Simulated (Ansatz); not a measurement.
A distorted cell of NiSi (MnP type, space group Pnma):

```
NiSi
1.0
    5.17189     0.00000     0.00000
    0.00000     3.40433     0.00000
    0.00000     0.00000     5.57627
Ni Si
4 4
Direct
  0.50788   0.25000   0.68869
  0.00788   0.25000   0.81131
  0.49212   0.75000   0.31131
  0.99212   0.75000   0.18869
  0.68071   0.25000   0.08658
  0.18071   0.25000   0.41342
  0.31929   0.75000   0.91342
  0.81929   0.75000   0.58658
```

Level of theory: PBEsol (plane waves to 420 eV, PAW, scalar-relativistic; Ansatz, a program for electronic structure). k mesh 9×14×9 (Γ-centred), Fermi-Dirac smearing 0.05 eV. The energy includes the smearing's −TS. Stress and pressure are positive under compression. NiSi is run without spin polarisation. NiSi was relaxed with its symmetry unable to fall. The PAW data are Ansatz's earlier set.

**Question.** What is the stress tensor (GPa)?

**Answer.** 
```
   -6.9      0.0      0.0
    0.0     -7.0      0.0
    0.0      0.0     -6.1
```
The pressure, a third of the trace, is -6.6 GPa.

**Question.** It is the relaxed cell scaled evenly to V/V₀ = 1.040, atoms relaxed where free. What is its energy relative to the relaxed cell?

**Answer.** 10 meV/atom.

(A scan under strain: stresses follow from slopes of the energy per volume, elastic moduli from its curvatures.)
